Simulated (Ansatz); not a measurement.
GeW in space group I4_1md (No. 109; W on 4a, Ge on 4a), PBE in the plane-wave PAW code Ansatz, all energies at zero smearing, with the estimated change up to a 700 eV cutoff added, with one set of potentials and settings (totals compare only within such a set). Cell of 4 atoms (2 W, 2 Ge): -29358.761 eV.

```tsv
element	reference phase	E (eV/atom)
W	Im-3m, 1 atoms in the cell	-10384.8193
Ge	Fd-3m, 2 atoms in the cell	-4294.9847
```

Formation energy per atom, worked out: (-29358.761 − 2×(-10384.8193) − 2×(-4294.9847))/4 = 0.212 eV/atom (20 kJ per mol of atoms), at 0 K, without zero-point energy or fitted corrections.

A made-up cell: these elements were put on the sites of a structure type; neither database checked (COD, Materials Project) lists it. Whether it is the stable phase at ambient conditions was not checked. The PBE relaxation kept the symmetry of its start; its stability against distortions is not shown here. The run is not spin-polarised. The references are the lowest solids computed at this level, not always the standard phases. Scalar-relativistic: spin–orbit coupling is off unless named, which matters more the heavier the elements.

Potentials: the later of the program's two PAW sets.
